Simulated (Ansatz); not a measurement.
# Band table of Te (diamond type)

```xyz
2
Lattice="0.0000 2.6635 2.6635 2.6635 0.0000 2.6635 2.6635 2.6635 0.0000" Properties=species:S:1:pos:R:3 pbc="T T T"
Te   -0.6659   -0.6659   -0.6659
Te    0.6659    0.6659    0.6659
```

The cell comes from a relaxation on PAW files under the same functional, begun from a prototype that needn't be the stable phase.

Level of theory: DFT with PBEsol, scalar-relativistic, in Ansatz 0.2.0; a Γ-centred 10×10×10 k mesh, Fermi–Dirac smearing of 0.1 eV, no spin polarisation. LAPW: all electrons, basis error target 1 meV/atom.

This run: volume at 0.43 of the series' base cell.

Spin–orbit coupling is left out, which matters for the heavy atoms. The structure type is held throughout; the real material can change phase at far lower pressure.

Path points, in fractions of the reciprocal vectors: Γ (0.000, 0.000, 0.000), X (0.500, 0.000, 0.500), U (0.625, 0.250, 0.625), K (0.375, 0.375, 0.750), L (0.500, 0.500, 0.500), W (0.500, 0.250, 0.750). The distance column jumps between branches of the path. Levels in eV from the Fermi level; bands 29 to 39, counted from the lowest band of the run. The gap is zero, the pressure 154.4 GPa.

```
# k(1/Å) point b29 b30 b31 b32 b33 b34 b35 b36 b37 b38 b39
0.000 Γ -20.86 -5.45 -5.45 -5.45 -3.42 -2.16 -2.16 -2.16 2.61 5.93 5.93
0.147 - -20.78 -6.29 -5.80 -5.80 -2.64 -2.34 -1.72 -1.72 2.97 4.71 5.98
0.295 - -20.55 -7.69 -6.52 -6.52 -2.76 -1.51 -0.72 -0.72 3.54 3.89 6.13
0.442 - -20.15 -9.16 -7.29 -7.29 -3.22 -0.95 0.50 0.50 3.21 5.17 6.39
0.590 - -19.60 -10.63 -7.98 -7.98 -3.60 -1.31 1.82 1.82 4.02 6.65 6.75
0.737 - -18.90 -12.07 -8.54 -8.54 -3.86 -2.03 3.18 3.18 5.38 7.22 8.16
0.885 - -18.06 -13.45 -8.96 -8.96 -3.97 -2.73 4.53 4.53 6.86 7.80 9.44
1.032 - -17.08 -14.76 -9.21 -9.21 -3.91 -3.29 5.80 5.80 8.24 8.47 9.79
1.179 X -15.98 -15.98 -9.30 -9.30 -3.69 -3.69 6.50 6.50 9.10 9.10 9.26
1.232 - -15.98 -15.96 -9.34 -9.29 -3.68 -3.60 6.40 6.41 8.65 8.74 9.35
1.284 - -16.01 -15.93 -9.47 -9.26 -3.66 -3.37 6.15 6.17 8.09 8.32 9.60
1.336 - -16.05 -15.87 -9.66 -9.22 -3.62 -3.00 5.79 5.84 7.53 7.90 9.94
1.388 - -16.10 -15.79 -9.87 -9.16 -3.57 -2.53 5.38 5.46 6.97 7.48 10.22
1.440 - -16.18 -15.68 -10.09 -9.08 -3.50 -1.98 4.95 5.05 6.43 7.07 10.45
1.492 - -16.29 -15.56 -10.29 -8.99 -3.42 -1.36 4.51 4.63 5.90 6.68 10.59
1.544 - -16.42 -15.40 -10.47 -8.88 -3.33 -0.70 4.06 4.22 5.38 6.30 10.62
1.597 U -16.58 -15.23 -10.60 -8.76 -3.23 0.00 3.62 3.82 4.88 5.93 10.53
2.319 K -16.58 -15.23 -10.60 -8.76 -3.23 0.00 3.62 3.82 4.88 5.93 10.53
2.475 - -17.21 -14.56 -10.70 -8.31 -2.86 2.16 2.36 2.71 3.56 4.94 9.70
2.632 - -17.98 -13.69 -10.40 -7.76 -2.47 1.21 1.84 2.03 4.16 4.74 8.71
2.788 - -18.76 -12.61 -9.76 -7.18 -2.17 0.21 0.93 1.32 3.63 6.37 8.36
2.944 - -19.48 -11.33 -8.89 -6.60 -2.11 -0.63 -0.03 1.18 3.41 6.04 6.84
3.101 - -20.07 -9.87 -7.87 -6.11 -2.28 -1.29 -0.83 1.04 3.54 5.10 5.21
3.257 - -20.51 -8.25 -6.79 -5.74 -2.52 -1.77 -1.48 0.04 3.99 4.06 4.79
3.413 - -20.77 -6.56 -5.86 -5.53 -2.86 -2.06 -1.95 -1.50 3.01 4.94 5.36
3.570 Γ -20.86 -5.45 -5.45 -5.45 -3.42 -2.16 -2.16 -2.16 2.61 5.93 5.93
3.698 - -20.80 -6.33 -5.58 -5.58 -3.02 -2.00 -2.00 -1.79 2.88 5.33 5.33
3.825 - -20.63 -7.80 -5.88 -5.88 -3.02 -1.62 -1.62 -0.60 3.55 4.73 4.73
3.953 - -20.33 -9.31 -6.24 -6.24 -3.24 -1.17 -1.17 0.78 4.07 4.41 4.41
4.081 - -19.94 -10.76 -6.59 -6.59 -3.48 -0.81 -0.81 2.12 4.02 4.43 4.43
4.208 - -19.45 -12.07 -6.88 -6.88 -3.69 -0.61 -0.61 3.06 4.18 4.84 4.84
4.336 - -18.93 -13.21 -7.10 -7.10 -3.84 -0.54 -0.54 3.08 5.32 5.58 5.58
4.464 - -18.46 -14.04 -7.24 -7.24 -3.94 -0.54 -0.54 2.94 6.47 6.47 6.68
4.591 L -18.25 -14.37 -7.28 -7.28 -3.97 -0.54 -0.54 2.89 7.03 7.03 7.48
4.696 - -18.21 -14.36 -7.63 -7.35 -3.63 -0.63 -0.40 3.10 6.69 6.73 7.25
4.800 - -18.09 -14.35 -8.36 -7.56 -2.95 -0.80 0.07 3.55 5.85 6.16 7.30
4.904 - -17.89 -14.35 -9.14 -7.89 -2.28 -0.92 0.87 3.68 4.92 6.14 7.47
5.008 - -17.61 -14.42 -9.81 -8.31 -1.72 -0.90 1.89 3.21 4.15 6.91 7.70
5.113 - -17.25 -14.60 -10.25 -8.78 -1.21 -0.73 2.36 2.52 4.19 7.99 8.04
5.217 - -16.84 -14.92 -10.43 -9.27 -0.70 -0.42 1.79 1.86 5.38 8.34 8.98
5.321 - -16.36 -15.36 -10.36 -9.73 -0.16 0.02 1.10 1.19 6.81 8.74 8.77
5.425 W -15.86 -15.86 -10.11 -10.11 0.41 0.41 0.60 0.60 8.06 8.06 9.37
5.499 - -15.86 -15.86 -10.08 -10.08 -0.32 -0.32 1.37 1.37 8.05 8.05 9.37
5.573 - -15.88 -15.88 -10.00 -10.00 -1.08 -1.08 2.26 2.26 8.04 8.04 9.36
5.647 - -15.90 -15.90 -9.89 -9.89 -1.78 -1.78 3.18 3.18 8.03 8.03 9.35
5.720 - -15.92 -15.92 -9.74 -9.74 -2.41 -2.41 4.09 4.09 8.04 8.04 9.33
5.794 - -15.94 -15.94 -9.58 -9.58 -2.93 -2.93 4.98 4.98 8.09 8.09 9.32
5.868 - -15.96 -15.96 -9.44 -9.44 -3.34 -3.34 5.76 5.76 8.24 8.24 9.31
5.941 - -15.97 -15.97 -9.33 -9.33 -3.60 -3.60 6.31 6.31 8.59 8.59 9.30
6.015 X -15.98 -15.98 -9.30 -9.30 -3.69 -3.69 6.50 6.50 9.10 9.10 9.26
```
